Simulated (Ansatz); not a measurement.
Relaxed InAs (zinc blende):

```xyz
4
Lattice="0.0000 6.1091 6.1091 3.0546 0.0000 3.0546 3.0546 3.0546 0.0000" Properties=species:S:1:pos:R:3 pbc="T T T"
As     4.5818     4.5818     4.5818
As     4.5818     7.6364     7.6364
In     0.0000     0.0000     0.0000
In     3.0546     6.1091     3.0546
```

These are r2SCAN (plane waves to 500 eV, PAW, scalar-relativistic; Ansatz, a quantum-chemistry and plane-wave program) values and carry that method's errors. k mesh 4×8×8 (Γ-centred), Fermi-Dirac smearing 0.05 eV. As the smearing reaches across the gap at some points, energies and forces of such displacements shift with the k mesh and the smearing. InAs was relaxed with its symmetry unable to fall.

One atom of the cell was then moved (with its periodic images), all else fixed, and the forces (eV/Å) came out as:

```
atom      Fx      Fy      Fz
----  ------  ------  ------
As1    1.118   1.159  -0.485
As2    0.072   0.009  -0.035
In3   -0.021  -0.019   0.011
In4   -1.169  -1.148   0.509
```

Q: Which atom was moved, and by which vector (Å)?

A: In4, by (0.16, 0.16, 0.00), 0.22 Å in all.

(A displaced cell: forces are minus the slopes of the energy, force constants its curvatures, and phonons follow from these.)
